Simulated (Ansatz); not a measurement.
**Ag: course of a relaxation**

The calculation used DFT r2SCAN, scalar-relativistic, plane waves, PAW (Ansatz). Run with 500 eV cutoff, 18×18×6 k-mesh, Gaussian smearing of 0.10 eV, no spin polarisation.

What was changed: relaxed at 5 GPa.

Other phases may be more stable at this pressure.

Command:

```bash
ansatz run input.yaml --threads 1 --pin off --max-ram 2560MiB --backend cpu --events-out ev --progress --plain --runs-dir out
```

Input:

```yaml
crystal:
  lattice:
    - [2.8598057927, 0.0, 0.0]
    - [-1.4299028963, 2.4766644664, 0.0]
    - [0.0, 0.0, 9.3445432179]
  atoms:
    - { symbol: Ag, position: [0.0, 0.0, 0.0] }
    - { symbol: Ag, position: [0.0, 0.0, 0.5] }
    - { symbol: Ag, position: [0.3333333333, 0.6666666667, 0.25] }
    - { symbol: Ag, position: [0.6666666667, 0.3333333333, 0.75] }
basis:
  ecutwfc: 500
kpoints:
  mp_grid: { grid: [18, 18, 6] }
hamiltonian:
  xc: r2scan
scf:
  occupations: { method: gaussian, width: 0.1 }
output:
  forces: true
  stress: true
  eigenvalues: true
relax:
  adjacent_minimum: "off"
  f_tol: 0.008
  max_steps: 50
  cell: { stress_tol: 0.08, p_target: 5.0 }
```

F is the free energy. Steps run on the plane waves of an earlier cell, but the last one, and at times one on the way, on a freshly chosen basis, so a repeated geometry can differ a little in energy. The relaxation lowers the enthalpy F + PV at the target pressure, so F itself can rise.

Steps:

```tsv
step	F − F(1) (eV)	largest force component (eV/Å)	V (Å³/atom)	P (GPa)
1	0.0000	0.000	16.546	5.23
2	-0.0076	0.000	16.609	4.74
3	-0.0036	0.000	16.575	5.00
4	-0.0037	0.000	16.575	5.00
```

Relaxed structure:

```yaml
crystal:
  lattice:
    - [2.86135, 0.00000, 0.00000]
    - [-1.43068, 2.47800, 0.00000]
    - [0.00000, 0.00000, 9.35088]
  atoms:
    - { symbol: Ag, position: [0.00000, 0.00000, 0.00000] }
    - { symbol: Ag, position: [0.00000, 0.00000, 0.50000] }
    - { symbol: Ag, position: [0.33333, 0.66667, 0.25000] }
    - { symbol: Ag, position: [0.66667, 0.33333, 0.75000] }
```

The structure is hexagonal, space group P6_3/mmc (No. 194). Conventional cell: a = 2.861 Å, b = 2.861 Å, c = 9.351 Å, α = 90.00°, β = 90.00°, γ = 120.00°. Around Ag (site symmetry -3m) lie 12 Ag at 2.86 Å. Ag (site symmetry -6m2) has 12 Ag at 2.86 Å as nearest neighbours.

The run converged. Time: 82 s on 1 thread of Intel(R) Xeon(R) 6975P-C (Granite Rapids) (shared host), peak memory 0.85 GiB.